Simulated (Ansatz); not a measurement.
## Two-dimensional InSe, first-principles data

InSe:
```yaml
crystal:
  lattice:
    - [4.02008, 0.00000, 0.00000]
    - [-2.01004, 3.48149, 0.00000]
    - [0.00000, 0.00000, 37.00000]
  atoms:
    - { symbol: Se, position: [0.00000, 0.00000, 0.57198] }
    - { symbol: Se, position: [0.00000, 0.00000, 0.42802] }
    - { symbol: In, position: [0.33333, 0.66667, 0.46231] }
    - { symbol: In, position: [0.33333, 0.66667, 0.53769] }
```
The layer is periodic in x and y and isolated along z.

Method: the program Ansatz at the r²SCAN+D4 level (PAW). Lattice and atoms are relaxed at this level; other levels are named.

### Structure

In-plane lattice: a = 4.020 Å
Distance between the outermost nuclei: 5.33 Å
Exfoliation energy from the relaxed bulk parent: 13 meV/Å²

### Electronic structure

- Band gap: 2.02 eV (indirect)
- Valence-band maximum: on the K–Γ line, 75 % of the way from K
- Conduction-band minimum: at Γ
- Ionisation potential (Kohn–Sham): 6.23 eV
- Electron affinity (Kohn–Sham): 4.22 eV
- Electron effective mass, in the valley at Γ: 0.20 mₑ
- Hole effective mass, in the valley on the K–Γ line, 75 % of the way from K: 6.6 along x, 3.0 along y (mₑ)
- Electron effective mass with spin–orbit coupling, in the valley at Γ: 0.19 mₑ
- Hole effective mass with spin–orbit coupling, in the valley on the K–Γ line, 77 % of the way from K: 5.5 along x, 3.6 along y (mₑ)
- Gap with spin–orbit coupling: 1.99 eV
- HSE06 gap on the r²SCAN+D4 cell: 2.37 eV
- HSE06 ionisation potential: 6.48 eV

### Charges

Bader charges: Se -0.77, In +0.77 e

Space group P-6m2 (GaSe-type). A layer that has been made, often on a substrate. The r²SCAN+D4 relaxation kept the symmetry of its start; whether a distortion lowers the energy is not shown. Scalar-relativistic: spin–orbit coupling is off unless named, which matters more the heavier the elements.

Potentials: the later of the program's two PAW sets.
